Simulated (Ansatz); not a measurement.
Pt:
```cif
data_Pt4
_chemical_formula_sum 'Pt4'
_space_group_name_H-M_alt 'Fm-3m'
_space_group_IT_number 225
_space_group_name_Hall '-F 4 2 3'
_cell_length_a 3.96990
_cell_length_b 3.96990
_cell_length_c 3.96990
_cell_angle_alpha 90.000
_cell_angle_beta 90.000
_cell_angle_gamma 90.000
loop_
_atom_site_label
_atom_site_type_symbol
_atom_site_symmetry_multiplicity
_atom_site_Wyckoff_symbol
_atom_site_fract_x
_atom_site_fract_y
_atom_site_fract_z
_atom_site_occupancy
Pt1 Pt 4 a 0.00000 0.00000 0.00000 1
```
(The calculation used a cell of 1 atom; values per cell refer to that cell.)

Relaxed with PBE.

**Question.** Which orbitals make up the states near the Fermi level in the program Ansatz at the PBE level (PAW)?

**Answer.** Within 0.5 eV of the Fermi level: Pt 5d 96 %. Projections are on Löwdin-orthogonalised atomic valence shells; empty p or d shells of many metals are not among them.

**Question.** Tabulate the density of states.

**Answer.** States/eV per cell of 1 atom, in 0.25 eV bins, energy from the Fermi level.

```
E (eV)  total  Pt 5d  Pt 6s
------  -----  -----  -----
-7.85    0.14   0.01   0.12
-7.60    0.16   0.02   0.14
-7.35    0.20   0.04   0.16
-7.10    0.28   0.08   0.19
-6.85    0.54   0.28   0.26
-6.60    0.72   0.45   0.27
-6.35    1.03   0.72   0.30
-6.10    1.36   1.08   0.27
-5.85    1.47   1.27   0.19
-5.60    1.36   1.22   0.13
-5.35    1.30   1.20   0.09
-5.10    0.99   0.94   0.03
-4.85    1.14   1.10   0.02
-4.60    1.38   1.32   0.03
-4.35    1.42   1.36   0.04
-4.10    1.56   1.47   0.07
-3.85    1.62   1.51   0.08
-3.60    1.87   1.72   0.10
-3.35    2.31   2.14   0.11
-3.10    2.14   2.02   0.08
-2.85    1.29   1.18   0.08
-2.60    1.28   1.18   0.06
-2.35    1.17   1.08   0.05
-2.10    1.44   1.36   0.05
-1.85    1.69   1.60   0.05
-1.60    1.34   1.27   0.04
-1.35    1.26   1.19   0.04
-1.10    1.18   1.12   0.03
-0.85    1.16   1.11   0.03
-0.60    1.25   1.20   0.04
-0.35    1.52   1.47   0.04
-0.10    2.16   2.11   0.04
0.15     1.47   1.41   0.05
0.40     0.73   0.65   0.06
0.65     0.29   0.19   0.07
0.90     0.29   0.18   0.08
1.15     0.28   0.16   0.09
1.40     0.29   0.15   0.09
1.65     0.28   0.13   0.10
1.90     0.29   0.12   0.11
2.15     0.29   0.11   0.11
2.40     0.28   0.09   0.11
2.65     0.28   0.08   0.11
2.90     0.28   0.07   0.11
3.15     0.27   0.06   0.11
3.40     0.26   0.06   0.11
3.65     0.26   0.05   0.11
3.90     0.25   0.04   0.11
4.15     0.24   0.03   0.10
4.40     0.23   0.03   0.10
4.65     0.22   0.03   0.10
```

The cell was relaxed with PBE under the symmetry of its start. The run is not spin-polarised. Spin–orbit coupling is left out wherever it is not named.

Potentials: the earlier of the program's two PAW sets.
